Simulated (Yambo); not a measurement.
```
KPF6
1.0
    3.55926     2.05494     2.32759
   -3.55926     2.05494     2.32759
    0.00000    -4.10988     2.32759
F P K
6 1 1
Direct
  0.26351   0.92281   0.21813
  0.73649   0.07719   0.78187
  0.21813   0.26351   0.92281
  0.78187   0.73649   0.07719
  0.92281   0.21813   0.26351
  0.07719   0.78187   0.73649
  0.00000   0.00000   0.00000
  0.50000   0.50000   0.50000
```

Response from Yambo on PBEsol (Quantum ESPRESSO, PseudoDojo norm-conserving, 84 Ry, without SOC) bands: 4×4×4 mesh, 87 bands, 3 Ry local-field block, 0.2 eV broadening.

**Question.** Give the static electronic dielectric constant without and with local fields along each axis.

**Answer.** 
```
field along  ε(0), independent particles  ε(0), RPA with local fields  refractive index √ε
-----------  ---------------------------  ---------------------------  -------------------
x                                   2.03                         1.86                 1.36
z                                   2.06                         1.90                 1.38
```
Electronic (clamped-ion) response only. PBEsol gaps are usually too small, which raises these values. Convergence of the RPA response with its 4×4×4 mesh was not tested. x, y and z are Cartesian axes of the cell as given.

Geometry of the Materials Project entry, not relaxed at this level.

The structure is a Materials Project entry; no match was found in the copy of COD used, and its stability was not checked.
